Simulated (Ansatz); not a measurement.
Input file for Ansatz (a quantum-chemistry and plane-wave program):

Ansatz 0.2 input:
```yaml
crystal:
  lattice:
    - [4.9187678798, 0.0, 0.0]
    - [0.0, 6.3106835211, 0.0]
    - [-2.3466000188, 0.0, 7.5617572098]
  atoms:
    - { symbol: Cs, position: [0.2586684419, 0.2179963086, 0.7351481637] }
    - { symbol: Cs, position: [0.7413315581, 0.7179963086, 0.2648518363] }
    - { symbol: H, position: [0.0420743932, 0.9841079428, 0.0284428285] }
    - { symbol: H, position: [0.9579256068, 0.4841079428, 0.9715571715] }
    - { symbol: H, position: [0.6775585391, 0.2245436971, 0.3542701041] }
    - { symbol: H, position: [0.3224414609, 0.7245436971, 0.6457298959] }
    - { symbol: P, position: [0.210044109, 0.2308123737, 0.237997253] }
    - { symbol: P, position: [0.789955891, 0.7308123737, 0.762002747] }
    - { symbol: O, position: [0.2183525539, 0.0187957165, 0.1325295334] }
    - { symbol: O, position: [0.7816474461, 0.5187957165, 0.8674704666] }
    - { symbol: O, position: [0.208358023, 0.4212770582, 0.1211643196] }
    - { symbol: O, position: [0.791641977, 0.9212770582, 0.8788356804] }
    - { symbol: O, position: [0.0238615951, 0.7243157302, 0.6757103048] }
    - { symbol: O, position: [0.9761384049, 0.2243157302, 0.3242896952] }
    - { symbol: O, position: [0.5002951356, 0.2216611729, 0.3920666082] }
    - { symbol: O, position: [0.4997048644, 0.7216611729, 0.6079333918] }
kpoints:
  mp_grid: { grid: [5, 4, 3] }
  band_path:
    path:
      - [[0.0, 0.0, 0.0], [0.0, 0.5, 0.0], [0.0, 0.5, 0.5], [0.0, 0.0, 0.5], [0.0, 0.0, 0.0], [-0.5, 0.0, 0.5], [-0.5, 0.5, 0.5], [0.0, 0.5, 0.0], [-0.5, 0.5, 0.0], [-0.5, 0.0, 0.0], [0.0, 0.0, 0.0]]  # Γ-Z-D-B-Γ-A-E-Z-C_2-Y_2-Γ
      - [VBM, CBM]
    npoints: 7
hamiltonian:
  xc: r2scan
  pseudopotentials: { kind: paw }
magnetization: { noncollinear: true, spin_orbit: true }
scf:
  n_extra_bands: 32
  convergence: { dr2_threshold: 0.0000000001 }
  occupations: { method: gaussian, width: 0.01 }
checkpoint: { write: soc.run }
output: { eigenvalues: true }
```

Output (shortened):

```
Pseudopotential: Cs, paw_fr, valence charge 9
Pseudopotential: H, paw_fr, valence charge 1
Pseudopotential: P, paw_fr, valence charge 5
Pseudopotential: O, paw_fr, valence charge 6
Functional definition: r2SCAN
non-collinear run that drives no moment, with spin-orbit …
Crystal: 16 atoms, lattice volume = 234.723 Å³
Basis set: ecut = 500 eV, 5969 PW (Γ), exchange–correlation on 144×192×240 points (64 copies of the dense FFT grid, shifted against one another)
Bands: 112, of which v1, the nominal top of the filled ones, is band 80 counted from 1 (79 counted from 0)
Symmetry: 2 space group operations + 2 with time reversal
k-points: 24 of 60 (time reversal used)
Projection manifold: j_resolved (fully-relativistic pseudo-atomic orbitals)
SCF iter   1: F=—  HF=-17489.662617 eV  |F-HF|=—  |Δ(HF+E_count)|=         —  Δρ=7.00e-2  dr2=1.29e1  dr2_τ=4.32e-1  dr2_m=0.00e0 (ungated)  ethr=3.10e-3  |M|=0.00e0 ∫|m|=0.00e0 μB  |m|>n=0.0e0 m-floor=0.0e0 τ_xc=0.0e0  β_m=0.30  ⟨swp⟩=9.5  Hψ=16852  notcnv=0  defer=349
preconditioner: auto → Resta (q_TF=auto, 2.280 Å⁻¹)
spin=Noncollinear: Resta preconditioning applied to the charge; magnetization (m_x, m_y, m_z) channels mix plain (no charge-response kernel on spin).
SCF iter   2: F=—  HF=-17487.517192 eV  |F-HF|=—  |Δ(HF+E_count)|=    2.15e0  Δρ=4.23e-2  dr2=4.69e0  dr2_τ=4.62e-2  dr2_m=0.00e0 (ungated)  ethr=3.10e-3  |M|=0.00e0 ∫|m|=0.00e0 μB  |m|>n=0.0e0 m-floor=0.0e0 τ_xc=0.0e0  β_m=0.49  ⟨swp⟩=2.9  Hψ=4958  notcnv=0  defer=638
SCF iter   3: F=—  HF=-17486.882372 eV  |F-HF|=—  |Δ(HF+E_count)|=   6.35e-1  Δρ=1.46e-2  dr2=5.35e-1  dr2_τ=8.79e-3  dr2_m=0.00e0 (ungated)  ethr=3.10e-3  |M|=0.00e0 ∫|m|=0.00e0 μB  |m|>n=0.0e0 m-floor=0.0e0 τ_xc=0.0e0  β_m=0.62  ⟨swp⟩=4.1  Hψ=4232  notcnv=0  defer=638
SCF iter   4: F=—  HF=-17486.841488 eV  |F-HF|=—  |Δ(HF+E_count)|=   4.09e-2  Δρ=3.45e-3  dr2=2.73e-2  dr2_τ=6.40e-4  dr2_m=0.00e0 (ungated)  ethr=6.69e-4  |M|=0.00e0 ∫|m|=0.00e0 μB  |m|>n=0.0e0 m-floor=0.0e0 τ_xc=0.0e0  β_m=0.75  ⟨swp⟩=4.5  Hψ=4914  notcnv=0  defer=636
SCF iter   5: F=—  HF=-17486.850183 eV  |F-HF|=—  |Δ(HF+E_count)|=   8.70e-3  Δρ=1.70e-3  dr2=5.46e-3  dr2_τ=2.14e-4  dr2_m=0.00e0 (ungated)  ethr=3.41e-5  |M|=0.00e0 ∫|m|=0.00e0 μB  |m|>n=0.0e0 m-floor=0.0e0 τ_xc=0.0e0  β_m=0.71  ⟨swp⟩=3.0  Hψ=4099  notcnv=0  defer=636
SCF iter   6: F=—  HF=-17486.850712 eV  |F-HF|=—  |Δ(HF+E_count)|=   5.29e-4  Δρ=4.36e-4  dr2=3.70e-4  dr2_τ=1.31e-5  dr2_m=0.00e0 (ungated)  ethr=6.83e-6  |M|=0.00e0 ∫|m|=0.00e0 μB  |m|>n=0.0e0 m-floor=0.0e0 τ_xc=0.0e0  β_m=0.75  ⟨swp⟩=3.8  Hψ=5131  notcnv=0  defer=636
SCF iter   7: F=—  HF=-17486.850894 eV  |F-HF|=—  |Δ(HF+E_count)|=   1.81e-4  Δρ=9.46e-5  dr2=1.86e-5  dr2_τ=5.09e-7  dr2_m=0.00e0 (ungated)  ethr=4.63e-7  |M|=0.00e0 ∫|m|=0.00e0 μB  |m|>n=0.0e0 m-floor=0.0e0 τ_xc=0.0e0  β_m=0.84  ⟨swp⟩=2.0  Hψ=4073  notcnv=0  defer=636
SCF iter   8: F=—  HF=-17486.850917 eV  |F-HF|=—  |Δ(HF+E_count)|=   2.36e-5  Δρ=2.32e-5  dr2=1.19e-6  dr2_τ=2.78e-8  dr2_m=0.00e0 (ungated)  ethr=2.32e-8  |M|=0.00e0 ∫|m|=0.00e0 μB  |m|>n=0.0e0 m-floor=0.0e0 τ_xc=0.0e0  β_m=0.91  ⟨swp⟩=2.0  Hψ=3809  notcnv=0  defer=636
SCF iter  13: F=-17486.850997 eV  HF=-17486.850997 eV  |F-HF|=4.00e-11  |Δ(HF+E_count)|=  4.00e-11  Δρ=1.79e-7  dr2=5.80e-11  dr2_τ=1.93e-12  dr2_m=0.00e0 (ungated)  ethr=1.00e-12  |M|=0.00e0 ∫|m|=0.00e0 μB  |m|>n=0.0e0 m-floor=0.0e0 τ_xc=0.0e0  ⟨swp⟩=3.0  Hψ=5895  notcnv=0
SCF 1 converged in 13 iterations: F = -17486.850997 eV  dr2 = 5.80e-11
NSCF: frozen V_eff on 80 k-points
NSCF: frozen V_eff on 80 k-points
NSCF: frozen V_eff on 80 k-points
NSCF: frozen V_eff on 80 k-points
NSCF: frozen V_eff on 21 k-points
NSCF: frozen V_eff on 14 k-points
NSCF: frozen V_eff on 14 k-points
NSCF: frozen V_eff on 12 k-points
NSCF: frozen V_eff on 7 k-points
NSCF: frozen V_eff on 79 k-points
SCF converged after 13 iterations
Magnetization: |M| = 0.0000 μB,  M = (+0.0000, +0.0000, +0.0000) μB
Absolute magnetization: 0.0000 μB (∫|m|)
  site 0: m = (+0.0000, +0.0000, +0.0000) μB, |m| = 0.0000 μB  (R = 1.29 Å)
  site 1: m = (+0.0000, +0.0000, +0.0000) μB, |m| = 0.0000 μB  (R = 1.29 Å)
  site 2: m = (+0.0000, +0.0000, +0.0000) μB, |m| = 0.0000 μB  (R = 0.42 Å)
  site 3: m = (+0.0000, +0.0000, +0.0000) μB, |m| = 0.0000 μB  (R = 0.42 Å)
  site 4: m = (+0.0000, +0.0000, +0.0000) μB, |m| = 0.0000 μB  (R = 0.41 Å)
  site 5: m = (+0.0000, +0.0000, +0.0000) μB, |m| = 0.0000 μB  (R = 0.41 Å)
  site 6: m = (+0.0000, +0.0000, +0.0000) μB, |m| = 0.0000 μB  (R = 0.62 Å)
  site 7: m = (+0.0000, +0.0000, +0.0000) μB, |m| = 0.0000 μB  (R = 0.62 Å)
  site 8: m = (+0.0000, +0.0000, +0.0000) μB, |m| = 0.0000 μB  (R = 0.42 Å)
  site 9: m = (+0.0000, +0.0000, +0.0000) μB, |m| = 0.0000 μB  (R = 0.42 Å)
  site 10: m = (+0.0000, +0.0000, +0.0000) μB, |m| = 0.0000 μB  (R = 0.61 Å)
  site 11: m = (+0.0000, +0.0000, +0.0000) μB, |m| = 0.0000 μB  (R = 0.61 Å)
  site 12: m = (+0.0000, +0.0000, +0.0000) μB, |m| = 0.0000 μB  (R = 0.62 Å)
  site 13: m = (+0.0000, +0.0000, +0.0000) μB, |m| = 0.0000 μB  (R = 0.62 Å)
  site 14: m = (+0.0000, +0.0000, +0.0000) μB, |m| = 0.0000 μB  (R = 0.41 Å)
  site 15: m = (+0.0000, +0.0000, +0.0000) μB, |m| = 0.0000 μB  (R = 0.41 Å)
Free energy (F): -17486.850997 eV
Harris-Foulkes:  -17486.850997 eV  (|F-HF|=4.00e-11)
Internal energy: -17486.850997 eV  (E = F + TS)
E sigma→0 (E₀):  -17486.850997 eV
Fermi energy:    4.926356 eV
--- Per-component energies (eV) ---
  E_band       = -464.644444
  E_kinetic    = 1926.411930
  E_local      = -5030.053684  (includes V_loc(G=0)·N_el)
  E_nonlocal   = 504.396101
  E_hartree    = 1865.741640
  E_xc         = -1072.619521
  E_vxc        = -1319.203338  (∫ρ·V_xc dr)
  E_paw        = -12597.584787  (= ΣΔE_a)
  E_vpaw       = -359.472436  (= ΣTr[D̂ρ^β])
  E_aug_tail   = 0.006865  (compensation charges beyond the density's cutoff)
  E_vtau       = 81.786795  (kinetic-family band-sum trace: ∫τ·v_τ [+ j·A + Jᵃ·Aᵃ] dr)
  E_ewald      = -3082.809895
  E_core_change = -0.339646  (= ΣΔE_core)
  E_smearing   =  0.000000  (= −TS)
  E_closure    =  0.000000  (closes the sum)
  Σ components = -17486.850997   (vs F -17486.850997, Δ=0.00e0)
  [band-id]    e_kinetic+e_local+e_nonlocal+2·e_hartree+e_vxc+e_vpaw+e_augmentation_tail+e_vtau = -464.644488   (vs E_band -464.644444, Δ=-4.39e-5)
--- Band table (eV; the first three rows and the last of 24) ---
  k-point 0: bands = ["-19.7349", "-19.7349", "-19.5281", "-19.5281", "-17.9214", "-17.9214", "-17.8533", "-17.8533", "-17.1964", "-17.1964", "-17.1778", "-17.1778", "-16.9672", "-16.9672", "-16.6409", "-16.6409", "-16.2670", "-16.2670", "-16.2634", …
  k-point 1: bands = ["-19.7148", "-19.7148", "-19.5492", "-19.5492", "-17.9278", "-17.9278", "-17.8568", "-17.8568", "-17.1941", "-17.1940", "-17.1659", "-17.1658", "-16.9724", "-16.9723", "-16.6468", "-16.6467", "-16.2663", "-16.2652", "-16.2547", …
  k-point 2: bands = ["-19.7031", "-19.7031", "-19.5562", "-19.5562", "-17.9160", "-17.9159", "-17.8709", "-17.8709", "-17.2159", "-17.2159", "-17.1936", "-17.1934", "-16.8957", "-16.8957", "-16.6809", "-16.6807", "-16.2640", "-16.2639", "-16.2576", …
  k-point 23: bands = ["-19.4923", "-19.4923", "-19.4922", "-19.4922", "-17.9121", "-17.9121", "-17.9114", "-17.9114", "-17.2075", "-17.2075", "-17.2074", "-17.2074", "-17.0366", "-17.0366", "-17.0358", "-17.0358", "-16.2825", "-16.2825", "-16.2816", …
```

Cost: around 50 core-minutes (rough) on shared cores.

Space group P2_1. The workflow started from a Materials Project entry (that database holds measured and hypothetical structures alike); the Crystallography Open Database files this formula in space group No. 4, but the cells were not matched. Its standing as an ambient phase is unchecked. Symmetry was held in the r²SCAN relaxation; its stability against distortions is not shown here.

Potentials: the later of the program's two PAW sets.

Ansatz is a plane-wave DFT program.
